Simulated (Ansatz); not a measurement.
LaIr$_{5}$:
```cif
data_Ir5La
_chemical_formula_sum 'La1 Ir5'
_space_group_name_H-M_alt 'P6/mmm'
_space_group_IT_number 191
_space_group_name_Hall '-P 6 2'
_cell_length_a 5.35296
_cell_length_b 5.35296
_cell_length_c 4.30319
_cell_angle_alpha 90.000
_cell_angle_beta 90.000
_cell_angle_gamma 120.000
loop_
_atom_site_label
_atom_site_type_symbol
_atom_site_symmetry_multiplicity
_atom_site_Wyckoff_symbol
_atom_site_fract_x
_atom_site_fract_y
_atom_site_fract_z
_atom_site_occupancy
La1 La 1 a 0.00000 0.00000 0.00000 1
Ir1 Ir 3 g 0.50000 0.50000 0.50000 1
Ir2 Ir 2 c 0.33333 0.66667 0.00000 1
```

Relaxed at zero pressure with the program Ansatz at the r²SCAN level (PAW).

Problem. The volume is lowered by 3 % and shape and atoms relax at that volume. What pressure results, and how do the axes share the change?

Solution. 7.7 GPa; a -1.2 %, b -1.2 %, c -0.6 %; the energy rises by 12 meV/atom.

Problem. Give the new structure.

Solution. 
Space group P6/mmm (No. 191); a = 5.2886 Å, b = 5.2886 Å, c = 4.2763 Å, α = 90.00°, β = 90.00°, γ = 120.00°

```
atom  site  symmetry       x       y       z
----  ----  --------  ------  ------  ------
La      1a     6/mmm  0.0000  0.0000  0.0000
Ir      3g       mmm  0.5000  0.5000  0.5000
Ir      2c      -6m2  0.3333  0.6667  0.0000
```

The phase is kept; no other phase was compared at this pressure.

The workflow started from an entry of the Crystallography Open Database (COD). Its standing as an ambient phase is unchecked. The r²SCAN relaxation kept the symmetry of its start; its stability against distortions is not shown here. No spin polarisation was allowed. Axis ratios of metals converge slowly with the k-mesh, so a and c are less sure than the volume. Spin–orbit coupling is left out wherever it is not named.

Potentials: the later of the program's two PAW sets.
